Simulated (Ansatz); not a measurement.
Input:

YbSi₂:
```xyz
6
Lattice="1.8284 -8.7305 0.0000 1.8284 8.7305 0.0000 0.0000 0.0000 3.7548" Properties=species:S:1:pos:R:3 pbc="T T T"
Si     1.8284    -8.0384     2.8161
Si     1.8284     8.0384     0.9387
Si     1.8284     4.3633     2.8161
Si     1.8284    -4.3633     0.9387
Yb     1.8284    -1.9370     2.8161
Yb     1.8284     1.9370     0.9387
```

This is the PBE-relaxed structure.

**Question.** All from plane-wave PAW PBE (Ansatz code), unless another level is named. Estimate the electronic character.

**Answer.** metallic (no gap).

**Question.** And the density of states at the Fermi level?

**Answer.** 0.91 states/eV per atom (mean over ±0.08 eV).

**Question.** Give the formation energy from the elements (no fitted shifts).

**Answer.** -0.29 eV/atom.

Space group Cmcm. The cell is a constructed one: a structure type filled with these elements; neither database checked (COD, Materials Project) lists it. COD files the formula under space group No. 191. Its standing as an ambient phase is unchecked. The PBE relaxation kept the symmetry of its start; its stability against distortions is not shown here. The workflow began spin-polarised and lost its moments. The 4f shell is in the valence. No Hubbard U is applied. The references are the lowest solids computed at this level, not always the standard phases. Spin–orbit coupling is left out wherever it is not named.

Potentials: the later of the program's two PAW sets.
